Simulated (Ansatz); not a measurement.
SiGe:
```
SiGe
1.0
    3.90389     0.00000     0.00000
   -1.95194     3.38087     0.00000
    0.00000     0.00000     6.45333
Si Ge
2 2
Cartesian
  1.95194   1.12696   5.64329
  0.00000   2.25391   2.41663
  1.95194   1.12696   3.23003
  0.00000   2.25391   0.00337
```

DFT-r²SCAN in the program Ansatz with PAW potentials gives a gap of 0.66 eV without spin–orbit coupling, maximum at Γ, minimum at M.

Task: What happens when spin–orbit coupling is switched on?

Result: The gap drops by 0.06 eV, to 0.60 eV; maximum at Γ, minimum at M.

Task: Give the electron effective mass with spin–orbit coupling.

Result: 0.11, 1.2, 1.2 mₑ (principal values).

Task: Give the hole effective mass with spin–orbit coupling.

Result: 0.14, 0.14, 0.49 mₑ (principal values).

Task: Give the Z2 indices of the occupied bands with spin–orbit coupling.

Result: 0;(000).

Space group P6_3mc (wurtzite). The workflow started from a Materials Project entry (that database holds measured and hypothetical structures alike); the Crystallography Open Database copy checked does not list it. Whether it is the stable phase at ambient conditions was not checked. The r²SCAN relaxation kept the symmetry of its start; of distortions, only those at the zone centre were tested.

Potentials: the earlier of the program's two PAW sets.
